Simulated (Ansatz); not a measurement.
K₄AsP₂ and K₄GeP₂: one element swapped

```
CELL_PARAMETERS angstrom
2.79203 4.83594 0.00000
-2.79203 4.83594 0.00000
0.00000 -3.22396 8.85449
ATOMIC_POSITIONS crystal
K 0.38910 0.38910 0.16730
K 0.61090 0.61090 0.83270
As 0.00000 0.00000 0.00000
P 0.08830 0.08830 0.26490
P 0.91170 0.91170 0.73510
K 0.20800 0.20800 0.62400
K 0.79200 0.79200 0.37600
```

Method: r2SCAN in Ansatz 0.2.0, PAW datasets, plane waves to 500 eV, 7×7×7 Γ-centred mesh, gaussian occupations of width 0.055 eV. Spin: none. Single points at fixed atoms.

Now every As is replaced by Ge on the same fractional sites, and the cell goes from 34.16 to 35.84 Å³ an atom (a = 5.674 Å, b = 5.674 Å, c = 9.575 Å, α = 107.24°, β = 107.24°, γ = 60.00°; 7×7×7 Γ-centred mesh, fermi-dirac occupations of width 0.072 eV).

Q: Give the results for both cells and read them.

A: The runs give:

```tsv
quantity	K₄AsP₂	K₄GeP₂
pressure (GPa)	0.2	-0.8
formation energy (eV/atom)	-0.229	-0.216
```

Mean Bader charges in e: As -0.65 becomes Ge -0.33; K +0.75 → +0.74, P -1.17 → -1.32. Ge is less electronegative than As (Pauling 2.01 against 2.18) and has 1 outer electron fewer; its site ends 0.31 e more positive, and the P atoms together take up most of the change. Neither shows a clear gap on its mesh.

Origins: K4AsP2, a known structure type with other elements put in, at an estimated volume; K4GeP2, a known structure type with other elements put in, at an estimated volume. An invented cell need not be a known compound.

Caveats: atoms and cells are not relaxed; pressure is positive in compression; a dash marks a value that doesn't apply or isn't given.
